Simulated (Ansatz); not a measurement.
Mg3Sb2 (A-La2O3 type, space group P-3m1)

```
Mg3Sb2
1.0
    4.59592     0.00000     0.00000
   -2.29796     3.98018     0.00000
    0.00000     0.00000     7.27158
Sb Mg
2 3
Direct
  0.33333   0.66667   0.22580
  0.66667   0.33333   0.77420
  0.00000   0.00000   0.00000
  0.33333   0.66667   0.63237
  0.66667   0.33333   0.36763
```

Grid over V/V₀ and (c/a)/(c/a)₀, subscript 0 meaning the relaxed cell; the conventional c axis lies along z; no internal relaxation.

Level of theory: PBE (plane waves to 420 eV, PAW, scalar-relativistic; Ansatz, a quantum-chemistry and plane-wave program). k mesh 12×12×7 (Γ-centred), Fermi-Dirac smearing 0.05 eV. Energies are smeared free energies. As the atoms are clamped, bonds stretch with the cell, which overstates energies and stresses. Mg3Sb2 was relaxed with its symmetry unable to fall. Spin-orbit coupling is left out, though Sb is heavy. The zero of ΔE is the relaxed starting cell.

**Question.** Predict the ΔE (kJ/mol of atoms) at all points of the grid V/V₀ = 0.920, 0.960, 1.000, 1.040, 1.080 by (c/a)/(c/a)₀ = 0.960, 0.980, 1.000, 1.020, 1.040.

**Answer.** ΔE (kJ/mol of atoms), with V/V₀ across and (c/a)/(c/a)₀ down:

| (c/a)/(c/a)₀ \ V/V₀ | 0.920 | 0.960 | 1.000 | 1.040 | 1.080 |
|---|---|---|---|---|---|
| 0.960 | 3.20 | 1.20 | 0.59 | 1.11 | 2.55 |
| 0.980 | 2.73 | 0.74 | 0.14 | 0.68 | 2.13 |
| 1.000 | 2.62 | 0.61 | 0.00 | 0.52 | 1.97 |
| 1.020 | 2.83 | 0.78 | 0.14 | 0.63 | 2.05 |
| 1.040 | 3.34 | 1.24 | 0.54 | 0.98 | 2.36 |

(Under strain, the slope of the energy per volume gives the stress and its curvature an elastic modulus.)
